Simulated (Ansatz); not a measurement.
**Vibrational response of AlZn3**

All numbers below come from Ansatz 0.2.0, DFT PBE, scalar-relativistic, plane waves, PAW. Cutoff 420 eV, 8×8×8 k-points (Γ-centred), Fermi-Dirac smearing of 0.15 eV. No spin polarisation. Phonons by linear response, acoustic sum rule imposed.

Equilibrium structure at this level:
```
CELL_PARAMETERS angstrom
5.04089 0.00000 0.00000
0.00000 5.04089 0.00000
0.00000 0.00000 5.04089
ATOMIC_POSITIONS crystal
Al 0.00000 0.00000 0.00000
Al 0.50000 0.50000 0.50000
Zn 0.25000 0.00000 0.50000
Zn 0.50000 0.75000 0.00000
Zn 0.75000 0.00000 0.50000
Zn 0.50000 0.25000 0.00000
Zn 0.00000 0.50000 0.75000
Zn 0.00000 0.50000 0.25000
```

The cell was found from a structure generator's guess, not taken from experiment. In a metal, frequencies depend on the k mesh and the smearing, soft modes most.

(1) Is this structure stable against zone-centre distortions?

(2) List the optical modes at Γ (i marks imaginary ones).

## Answers

(1) Yes, at Γ: no optical mode is imaginary. Strains and other wave vectors aren't tested by this run.

(2)
| frequency (meV) | degeneracy |
| --- | --- |
| 6.1 | 3 |
| 7.4 | 3 |
| 7.5 | 3 |
| 8.3 | 3 |
| 26.0 | 3 |
| 27.4 | 1 |
| 28.1 | 3 |
| 28.8 | 2 |
